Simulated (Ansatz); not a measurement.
**Al₂O₃: Core-electron binding energies**

Cell: a Materials Project structure (computed, not necessarily an observed phase), atoms as given, repeated to a supercell; a hole's nearest image is 7.1 Å away.

Space group R-3c:H (No. 167); a = 4.8050, c = 13.1163 Å, γ = 120.00°.

```csv
site,Wyckoff,site symmetry,x,y,z
Al1,12c,3.,0.0000,0.0000,0.6479
O17,18e,.2,0.0272,0.6667,0.4167
```

One atom of each set is listed; the run and its k-mesh use a cell of 40 atoms with edges of 7.06, 7.06, 7.06 Å.

The numbers come from a DFT calculation in Ansatz (PBE, plane waves and PAW, scalar-relativistic, 420 eV cutoff, Γ-centred 3×3×3 k-points, fixed occupations).

Each value is a total-energy difference between the cell with one core hole and the ground state (ΔSCF), counted from the top of the valence band. The valence electrons get no spin in the cell with the hole, so they can't polarise against the unpaired core electron; that puts absolute values high, by some tenths of an eV and in some cases by about 1 eV. The periodic images are corrected with the calculated ε∞ = 3.28, 3.28, 3.25.

Task: What binding energies does the calculation give for Al 2p, O 1s?

Result: 

| line | atom | first shell | E_B (eV) | j = l + ½ / j = l − ½ (eV) |
| --- | --- | --- | --- | --- |
| Al 2p | 1 | 6 O at 1.87–1.99 Å | 72.1 | 72.0 / 72.4 |
| O 1s | 17 | 4 Al at 1.87–1.99 Å; also 2 Al at 3.25 Å | 528.1 | – |

For p, d and f shells E_B is the weighted mean of the two lines, whose splitting comes from the free atom's Dirac orbitals.

The program doubts some values: the potential far from the hole hasn't levelled off. Absolute PBE values can be off by an eV or more. Multiplets, satellites and widths aren't calculated.
